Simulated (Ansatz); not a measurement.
Fe:
```yaml
crystal:
  lattice:
    - [-1.39274, 1.39274, 1.39274]
    - [1.39274, -1.39274, 1.39274]
    - [1.39274, 1.39274, -1.39274]
  atoms:
    - { symbol: Fe, position: [0.00000, 0.00000, 0.00000], spin: 2.1 }
```

Relaxed with PBEsol in the plane-wave PAW code Ansatz. Indices refer to the conventional cell of Im-3m, a = b = c = 2.7855 Å, α = β = γ = 90.00°.

Simulate the powder diffraction pattern (Ag Kα, λ = 0.560885 Å; lines above 1 %) up to 2θ = 30°.

Simulated powder pattern, Ag Kα, λ = 0.560885 Å (kinematic, ideal powder, no thermal factors, no anomalous dispersion; the 30 strongest lines at most, above 1 %, up to 2θ = 30°):

```
2θ (°)  d (Å)  I/Imax (%)    hkl
------  -----  ----------  -----
16.37   1.970         100  (110)
23.23   1.393          16  (200)
28.55   1.137          31  (211)
```

The PBEsol relaxation kept the symmetry of its start. Spin order of the final state: ferromagnetic, chosen from 3 collinear starts compared on coarse meshes (ties went to the first, and starts can fall back to one state), not a proven ground state. Textbook magnetic order: ferromagnetic.

Potentials: the earlier of the program's two PAW sets.
